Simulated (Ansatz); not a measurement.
The calculation used Ansatz 0.2.0, DFT PBE, scalar-relativistic, plane waves, PAW. Settings: cutoff 420 eV, Γ-centred meshes spaced at most about 0.3 Å⁻¹, and about 0.25 Å⁻¹ or finer for metals (2π included), Gaussian smearing. No spin polarisation in the final relaxations.

These are static total energies at zero pressure.

Two relaxed structures of ScSbTe3:

A.

```yaml
crystal:
  lattice:
    - [5.51081, 0.00000, 0.00000]
    - [0.00000, 5.51081, 0.00000]
    - [0.00000, 0.00000, 5.51081]
  atoms:
    - { symbol: Sc, position: [0.00000, 0.00000, 0.00000] }
    - { symbol: Sb, position: [0.50000, 0.50000, 0.50000] }
    - { symbol: Te, position: [0.50000, 0.00000, 0.00000] }
    - { symbol: Te, position: [0.00000, 0.50000, 0.00000] }
    - { symbol: Te, position: [0.00000, 0.00000, 0.50000] }
```

B.

```yaml
crystal:
  lattice:
    - [6.50816, 0.00000, 0.00000]
    - [-3.25408, 5.63623, 0.00000]
    - [0.00000, 0.00000, 5.42811]
  atoms:
    - { symbol: Sc, position: [0.00000, 0.00000, 0.50000] }
    - { symbol: Sb, position: [0.00000, 0.00000, 0.00000] }
    - { symbol: Te, position: [0.00000, 0.50000, 0.00000] }
    - { symbol: Te, position: [0.50000, 0.50000, 0.00000] }
    - { symbol: Te, position: [0.50000, 0.00000, 0.00000] }
```

Question: Which would you expect to be lower, and how large is the difference?

Answer: A is lower, by 0.37 eV/atom. A has the cubic perovskite type, space group Pm-3m (No. 221), 33.5 Å³/atom and no gap on its mesh; B has space group P6/mmm (No. 191), 39.8 Å³/atom and no gap. The shortest distance is 2.76 Å (Sc–Te) in A and 2.71 Å (Sc–Sb) in B. The denser one is the lower, and pressure would at first widen the difference. In A, Sc is surrounded by 6 Te at 2.76 Å; Sb has 12 Te at 3.90 Å (long contacts); Te is surrounded by 2 Sc at 2.76 Å, 4 Sb at 3.90 Å and 8 Te at 3.90 Å. In B, Sc is surrounded by 2 Sb at 2.71 Å; around Sb lie 2 Sc at 2.71 Å and 6 Te at 3.25 Å; around Te lie 2 Sb at 3.25 Å and 4 Te at 3.25 Å. Both come from invented guesses. A third cell relaxed alike, in R3m, lies 0.45 eV/atom below the lower of the two.

These runs have no spin–orbit coupling, which can matter for Sb and Te. Cells relaxed within their symmetry can be saddle points.
